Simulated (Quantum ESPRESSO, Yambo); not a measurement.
BeTe (zinc blende, space group F-43m, No. 216) under isotropic strain (on all lattice vectors), counted from the cell relaxed with PBEsol, atoms relaxed at each step. norm-conserving PBE (stringent potentials; Quantum ESPRESSO, 107 Ry, scalar-relativistic); G0W0 in Yambo (4×4×4 Γ-centred k mesh, bands 6 to 200 and a 15 Ry block in the screening, 200 bands in G with the Bruneval-Gonze terminator, plasmon pole fitted at 27.2 eV).

| strain s (%) | PBE direct gap at Γ (eV) | G0W0 direct gap at Γ (eV) |
|---|---|---|
| -3 | 3.533 | 4.629 |
| -2 | ? | ? |
| -1 | 3.596 | 4.700 |
| -0.5 | 3.609 | 4.722 |
| 0 | 3.622 | 4.730 |
| +0.5 | 3.634 | 4.754 |
| +1 | 3.645 | 4.767 |

Fit a parabola in s to each column by least squares and predict the withheld row.

PBE: E = 3.622 + 0.0246 s − 0.0017 s² (largest residual 0 meV), giving 3.566 eV at s = -2; the run gave 3.566 eV, a miss of 0 meV. G0W0: E = 4.735 + 0.0332 s − 0.0007 s² (largest residual 4 meV), giving 4.666 eV at s = -2; the run gave 4.668 eV, a miss of 3 meV. The GW settings are held fixed; their convergence isn't established. The screening block changes size along the series (307 vectors at -3 %, 307 vectors at -2 %, 307 vectors at -1 %, 307 vectors at -0.5 %, 307 vectors at +0 %, 331 vectors at +0.5 %, 331 vectors at +1 %), which puts steps into the G0W0 values. Without spin-orbit coupling, band edges of such heavy elements can be off by tenths of an eV.
